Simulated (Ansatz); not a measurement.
# In2Au: strain energy, fitted

In2Au, Fm-3m, a = 6.570 Å. The structure is a COD entry; whether it is the stable form wasn't checked. Ansatz: r2SCAN, PAW, 500 eV, Γ-centred 8×8×6 mesh on 6 atoms, Gaussian smearing 0.10 eV; no spin polarisation. Series: strain along c alone, the other axes held, atoms fixed by symmetry; x is the strain in per cent. The axes a, b, c are those of the computed cell (4.645, 4.645, 6.570 Å), along [1 1 0], [-1 1 0], [0 0 1] of the cell named above. y is the free energy over the unstrained cell, V0 = 23.628 Å³/atom.

| x (%) | y (meV/atom) |
| --- | --- |
| -6.0 | ? |
| -4.0 | 13.50 |
| -2.0 | 3.17 |
| 0.0 | 0.00 |
| 2.0 | 3.61 |
| 4.0 | 12.78 |
| 6.0 | 26.02 |

**Question.** Fit y = c2 x² + c3 x³ to the other rows, turn c2 into a modulus, and predict the missing energy.

**Answer.** Least squares on the rows shown. y = 0.80442 x² − 0.012322 x³. In eV per unit strain² c2 is 8.044; this is C33 with relaxed ions (E = ½ C33 V0 ε²): 2 × 8.044 × 160.2 / (23.628) = 109 GPa. The unstrained cell keeps some stress along the strain, worth a slope of 0.15 meV/atom per %, which the form leaves out. With a term in x⁴ added, the coefficient of x² becomes 0.8724, 8 % more, which shows how far this figure hangs on the form. At x = -6.0 the fit asked for gives 31.62 meV/atom. The run gave 31.89 meV/atom, so the fit is 0.27 meV/atom too low, within the rms miss on the fitted rows (0.41 meV/atom).

Spin–orbit coupling is left out, which can shift energies with elements as heavy as these.